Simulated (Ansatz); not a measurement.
Ca(CdAs)₂ (space group P-3m1)

```cif
data_As2CaCd2
_chemical_formula_sum 'Ca1 Cd2 As2'
_space_group_name_H-M_alt 'P-3m1'
_space_group_IT_number 164
_space_group_name_Hall '-P 3 2"'
_cell_length_a 4.40788
_cell_length_b 4.40788
_cell_length_c 7.19731
_cell_angle_alpha 90.000
_cell_angle_beta 90.000
_cell_angle_gamma 120.000
loop_
_atom_site_label
_atom_site_type_symbol
_atom_site_symmetry_multiplicity
_atom_site_Wyckoff_symbol
_atom_site_fract_x
_atom_site_fract_y
_atom_site_fract_z
_atom_site_occupancy
Ca1 Ca 1 a 0.00000 0.00000 0.00000 1
Cd1 Cd 2 d 0.66667 0.33333 0.36626 1
As1 As 2 d 0.33333 0.66667 0.23753 1
```

E(V) scan at fixed shape, V₀ the volume above. The atoms relax within the cell's symmetry.

The numbers are results of r2SCAN (plane waves to 500 eV, PAW, scalar-relativistic; Ansatz, a first-principles code), not measurements. k mesh 9×9×5 (Γ-centred), Fermi-Dirac smearing 0.05 eV. Energies are smeared free energies. Compression counts positive. With the shape held, the modulus is that of even scaling; a crystal free to change shape is softer. Ca(CdAs)2 was relaxed with its symmetry unable to fall. ΔE is measured from the relaxed starting cell.

The scan covers V/V₀ from 0.840 to 1.160 in 13 points.

### Question
What is the fitted pressure derivative B₀′?

### Answer
4.4.

### Question
What bulk modulus at fixed cell shape B₀ follows from a third-order Birch-Murnaghan fit?

### Answer
55.9 GPa.

(A scan under strain: stresses follow from slopes of the energy per volume, elastic moduli from its curvatures.)
